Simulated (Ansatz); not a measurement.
## zincblende-structured ReP

The computed numbers are results of PBEsol, scalar-relativistic (no spin polarisation) in the plane-wave PAW code Ansatz at 420 eV, 12×12×12 k-mesh, Gaussian smearing of 0.05 eV. The datasets are Ansatz's generated set soft_2.

```
CELL_PARAMETERS angstrom
0.00000 2.62967 2.62967
2.62967 0.00000 2.62967
2.62967 2.62967 0.00000
ATOMIC_POSITIONS crystal
Re 0.00000 0.00000 0.00000
P 0.25000 0.25000 0.25000
```

This is a trial structure made by placing the elements on a prototype's sites, so it needn't be the stable form.

Question: Which orbitals carry the states at the Fermi level, and how many states are there?

Answer: Within 0.1 eV of it: Re 5d 87 % (shares among the projected shells). The density of states at the Fermi level is about 1.4 states/eV per cell, averaged over 0.3 eV.

Density of states (tetrahedra, averaged over 0.5 eV; states/eV per cell of 2 atoms; energy in eV from the Fermi level; projections on Löwdin-orthogonalised atomic orbitals, summed over sites):

```csv
E,total,Re 5d,P 3p,Re 6s,P 3s,Re 5p
-6.10,0.24,0.08,0.12,0.03,0.00,0.00
-5.60,1.11,0.38,0.58,0.12,0.02,0.00
-5.10,2.57,0.73,1.47,0.25,0.06,0.02
-4.60,0.85,0.36,0.43,0.05,0.00,0.01
-4.10,3.54,1.82,1.62,0.07,0.00,0.02
-3.60,1.94,0.93,0.94,0.03,0.00,0.02
-3.10,1.23,0.50,0.69,0.02,0.00,0.01
-2.60,0.53,0.22,0.29,0.00,0.00,0.01
-2.10,0.81,0.58,0.12,0.01,0.03,0.00
-1.60,1.41,1.17,0.12,0.03,0.02,0.00
-1.10,1.56,1.41,0.06,0.02,0.00,0.00
-0.60,2.83,2.56,0.10,0.06,0.01,0.00
-0.10,1.86,1.63,0.06,0.07,0.02,0.00
0.40,1.81,1.30,0.22,0.10,0.04,0.01
0.90,0.61,0.33,0.15,0.02,0.02,0.00
1.40,0.42,0.22,0.12,0.01,0.02,0.00
1.90,0.89,0.52,0.19,0.01,0.08,0.00
2.40,1.18,0.67,0.28,0.01,0.10,0.01
2.90,1.23,0.62,0.39,0.01,0.07,0.01
3.40,1.63,0.75,0.62,0.01,0.05,0.01
3.90,1.30,0.54,0.51,0.02,0.06,0.01
```

Scalar-relativistic only: spin–orbit splittings of the heavy atoms' levels are missing.
